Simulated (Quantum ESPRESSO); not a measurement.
Simulation results for Ga$_{4}$P$_{2}$CSe (made-up cell)

All values are calculated (Quantum ESPRESSO 7.5). Calculation on a made-up crystal cell, not a measurement: periodic Kohn-Sham density functional theory in plane waves with PseudoDojo standard norm-conserving scalar-relativistic pseudopotentials, each functional with its own files (v0.5 for PBE, v0.4.1 for LDA and PBEsol), no spin polarisation, no spin-orbit coupling, atoms not relaxed, stress positive in tension, energies less a fixed whole-eV offset for each atom's element; levels are Kohn-Sham levels at fractions of this cell's reciprocal vectors, counted from the reference band (half the neutral cell's valence electrons, rounded up) at Gamma; error bars cover cutoff and k-mesh only, not smearing or the files; added strain carries the atoms with the cell, and shear is the tensor component; each bar is the largest change over components, and at least 0.002 eV, 0.002 eV per angstrom or 0.02 GPa; energies are for the whole cell, and the offsets were chosen from early runs and are not element reference energies.

Settings shared by all entries: lattice type zincblende/diamond; functional pbe; cutoff 1170 eV; fermi dirac smearing 0.025 eV; scf tolerance 1e-07 eV; electrons removed 0; added strain kind biaxial xx and yy; k mesh 4 x 4 x 4, shifted by half a step.

(1) Ga$_{4}$P$_{2}$CSe (made-up cell)

Unstrained structure:
```xyz
8
Lattice="5.5227 -0.0163 -0.0382 -0.0163 5.4486 -0.0695 -0.0382 -0.0695 5.4876" Properties=species:S:1:pos:R:3 Ga4P2CSe
Ga    -0.0149     0.0829    -0.0511
Ga     0.0535     2.6473     2.6780
Ga     2.7657    -0.0926     2.7223
Ga     2.7551     2.7879    -0.0262
P      1.3697     1.3285     1.3420
Se     1.3495     4.0962     4.0427
C      4.1170     1.4050     4.0453
P      3.9847     3.9715     1.2971
```

Here we set added strain 0.0196 and structure shown before the added strain of 0.0196.

It finds free energy less offsets -1.017 eV; smearing term minus ts 0 eV; scf iterations 11; pressure -3.026 GPa; stress xx 4.06 GPa; stress yy 3.279 GPa; stress zz 1.738 GPa; stress yz -3.247 GPa; stress xz -1.399 GPa; stress xy -0.8731 GPa; error bar energy 0.01356 eV; error bar stress 0.02975 GPa; error bar force 0.007074 eV/Å; error bars from tighter rerun of a related cell.

Atoms:
```csv
atoms element,atom site,atom energy offset (eV)
Ga,1,-2080
Ga,2,-2080
Ga,3,-2080
Ga,4,-2080
P,5,-189
Se,6,-3300
C,7,-163
P,8,-189
```

Forces:
```csv
site,x (eV/Å),y (eV/Å),z (eV/Å)
1,-2.883,1.789,-0.2511
2,-2.948,-1.678,0.6582
3,2.094,2.858,0.3639
4,1.043,-3.268,-1.52
5,0.6296,-0.08125,-0.1933
6,-0.2211,-0.3497,0.2476
7,0.07141,-0.5428,0.04618
8,2.215,1.273,0.649
```

(2) Ga$_{4}$P$_{2}$CSe (made-up cell)

The structure is that of entry 1.

Settings of this run: added strain 0.0221 and structure shown before the added strain of 0.0221.

It finds free energy less offsets -0.9963 eV; smearing term minus ts 0 eV; scf iterations 11; pressure -3.284 GPa; stress xx 4.361 GPa; stress yy 3.576 GPa; stress zz 1.915 GPa; stress yz -3.178 GPa; stress xz -1.382 GPa; stress xy -0.8652 GPa; error bar energy 0.01356 eV; error bar stress 0.02975 GPa; error bar force 0.007074 eV/Å; error bars from tighter rerun of a related cell.

Atoms:
```csv
atoms element,atom site,atom energy offset (eV)
Ga,1,-2080
Ga,2,-2080
Ga,3,-2080
Ga,4,-2080
P,5,-189
Se,6,-3300
C,7,-163
P,8,-189
```

Forces:
```csv
site,x (eV/Å),y (eV/Å),z (eV/Å)
1,-2.853,1.78,-0.2497
2,-2.922,-1.668,0.6501
3,2.078,2.83,0.356
4,1.043,-3.235,-1.494
5,0.6201,-0.07714,-0.1911
6,-0.22,-0.3472,0.2433
7,0.07164,-0.5404,0.04544
8,2.183,1.259,0.6401
```
